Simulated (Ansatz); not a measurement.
**Deforming TiPt₃**

```xyz
4
Lattice="3.8970 0.0000 0.0000 0.0000 3.8970 0.0000 0.0000 0.0000 3.8970" Properties=species:S:1:pos:R:3 pbc="T T T"
Ti    0.0000    0.0000    0.0000
Pt    0.0000    1.9485    1.9485
Pt    1.9485    0.0000    1.9485
Pt    1.9485    1.9485    0.0000
```

Atoms are numbered in the order listed.

The cell is COD entry 1539263, as deposited and not checked against the literature; nothing was relaxed. It is an old determination, and later ones may differ.

Spin–orbit coupling is left out, though it moves levels of the heavy atoms by tenths of an eV or more.

The calculation used DFT, PBEsol, PAW with Ansatz's default frozen-core files, scalar-relativistic in Ansatz 0.2.0.

Sampling and basis: a Γ-centred 9×9×9 k mesh, Fermi–Dirac smearing of 0.05 eV, cutoff 420 eV, no spin polarisation; the PAW files were made with PBE, and the program remakes their frozen cores for this functional.

The unchanged cell is at 0.52 GPa.

In a metal, stresses and small energies carry noise from the k mesh.

x, y and z are the Cartesian axes of the cell as listed; fractional coordinates follow a strain, and an engineering shear is twice the off-diagonal strain component.

Question: With this change (equal xy, yz and zx engineering shear strains of -2 %), what becomes of the energy and stress?

Answer: Energy change +8.6 meV/atom; stress change (xx, yy, zz, yz, xz, xy) 0.39, 0.39, 0.39, 3.05, 3.05, 3.05 GPa, compression positive.

Question: With this change (equal xy, yz and zx engineering shear strains of -1 %), what becomes of the energy and stress?

Answer: Energy change +2.1 meV/atom; stress change (xx, yy, zz, yz, xz, xy) 0.10, 0.10, 0.10, 1.54, 1.54, 1.54 GPa, compression positive.

With equal xy, yz and zx engineering shear strains of +1 %: energy change +2.1 meV/atom; stress change (xx, yy, zz, yz, xz, xy) 0.10, 0.10, 0.10, -1.56, -1.56, -1.56 GPa, compression positive.

With equal xy, yz and zx engineering shear strains of +2 %: energy change +8.6 meV/atom; stress change (xx, yy, zz, yz, xz, xy) 0.39, 0.39, 0.39, -3.12, -3.12, -3.12 GPa, compression positive.
